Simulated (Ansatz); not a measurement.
Geometry optimisation in Ansatz: input, command and trajectory.

```yaml
crystal:
  lattice:
    - [0.0, 3.267898937, 3.267898937]
    - [3.267898937, 0.0, 3.267898937]
    - [3.267898937, 3.267898937, 0.0]
  atoms:
    - { symbol: Ga, position: [0.5, 0.5, 0.5] }
    - { symbol: Ga, position: [0.75, 0.75, 0.75] }
    - { symbol: Si, position: [0.0, 0.0, 0.0] }
    - { symbol: Si, position: [0.25, 0.25, 0.25] }
basis:
  ecutwfc: 500
kpoints:
  mp_grid: { grid: [4, 4, 4] }
hamiltonian:
  xc: r2scan
scf:
  occupations: { method: gaussian, width: 0.1 }
  lower_state_search: "off"
output:
  forces: true
  stress: true
  eigenvalues: true
relax:
  adjacent_minimum: "off"
  f_tol: 0.04
  max_steps: 70
  cell: { stress_tol: 0.4 }
```

```bash
ansatz run input.yaml --threads 1 --pin off --max-ram 2560MiB --backend cpu --events-out ev --progress --plain --runs-dir out
```

These are results of DFT r2SCAN, scalar-relativistic, plane waves, PAW in Ansatz, not measurements.

Of 3 frames 3 are shown, positions in Å and forces in eV/Å; the SCF threshold varies from step to step. Steps run on the plane waves of an earlier cell, with a Pulay correction in the pressure. The basis is chosen afresh for the last frame, the zero of the energies, and at times for earlier ones too; energy and pressure step there, also at an unchanged geometry.

```xyz
4
Lattice="0.0000 3.2679 3.2679 3.2679 0.0000 3.2679 3.2679 3.2679 0.0000" Properties=species:S:1:pos:R:3:forces:R:3 pbc="T T T" step=1 free_energy_over_end_meV_per_atom=0.35 pressure_GPa=-0.75
Ga    3.2679    3.2679    3.2679    0.0000    0.0000    0.0000
Ga    4.9018    4.9018    4.9018    0.0000    0.0000    0.0000
Si    0.0000    0.0000    0.0000    0.0000    0.0000    0.0000
Si    1.6339    1.6339    1.6339    0.0000    0.0000    0.0000
4
Lattice="0.0000 3.2514 3.2514 3.2514 0.0000 3.2514 3.2514 3.2514 0.0000" Properties=species:S:1:pos:R:3:forces:R:3 pbc="T T T" step=2 free_energy_over_end_meV_per_atom=-0.06 pressure_GPa=0.34
Ga    3.2514    3.2514    3.2514    0.0000    0.0000    0.0000
Ga    4.8770    4.8770    4.8770    0.0000    0.0000    0.0000
Si    0.0000    0.0000    0.0000    0.0000    0.0000    0.0000
Si    1.6257    1.6257    1.6257    0.0000    0.0000    0.0000
4
Lattice="0.0000 3.2514 3.2514 3.2514 0.0000 3.2514 3.2514 3.2514 0.0000" Properties=species:S:1:pos:R:3:forces:R:3 pbc="T T T" step=3 free_energy_over_end_meV_per_atom=0.00 pressure_GPa=0.34
Ga    3.2514    3.2514    3.2514    0.0000    0.0000    0.0000
Ga    4.8770    4.8770    4.8770    0.0000    0.0000    0.0000
Si    0.0000    0.0000    0.0000    0.0000    0.0000    0.0000
Si    1.6257    1.6257    1.6257    0.0000    0.0000    0.0000
```

The start puts this composition into another compound's structure type, which needn't suit it. At the end the space group is Fd-3m (tolerance 0.05 Å).

The run took 33 s on 1 thread of Intel(R) Xeon(R) Processor @ 2.50GHz (Skylake/Cascade Lake), on a shared host, peak memory 0.55 GiB.

The k mesh is coarse.